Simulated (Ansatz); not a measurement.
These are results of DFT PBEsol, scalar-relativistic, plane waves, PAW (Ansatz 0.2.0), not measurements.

Settings: cutoff 420 eV, Γ-centred mesh 12×12×8 on the computed 4-atom cell, Gaussian smearing of 0.10 eV; no spin polarisation.

```xyz
4
Lattice="4.2751 0.0000 0.0000 -2.1376 3.7024 0.0000 0.0000 0.0000 4.9531" Properties=species:S:1:pos:R:3 pbc="T T T"
Bi    0.0000    2.4682    0.0000
Pt    0.0000    0.0000    1.0490
Pt    0.0000    0.0000    3.9041
C     2.1376    1.2341    2.4766
```

Task: Is this geometry at equilibrium? Which atom feels the largest force?

Result: It isn't. Atom 2 (Pt) feels (0.00, 0.00, 16.17) eV/Å, 16.175 eV/Å in size, and symmetry-related atoms feel the same size.

Task: Give all forces and the stress.

Result:
```
atom Fx Fy Fz
 Bi1  0.000  0.000    0.000
 Pt2  0.000  0.000   16.175
 Pt3  0.000  0.000  -16.175
  C4  0.000  0.000    0.000
```
Stress (GPa, compression positive):
```
 0.22  0.00  0.00
 0.00  0.22  0.00
 0.00  0.00 54.63
```

Spin–orbit coupling is left out, which can shift energies with elements as heavy as these. Some atoms are far too close here, so the PAW spheres overlap strongly and the numbers are rough.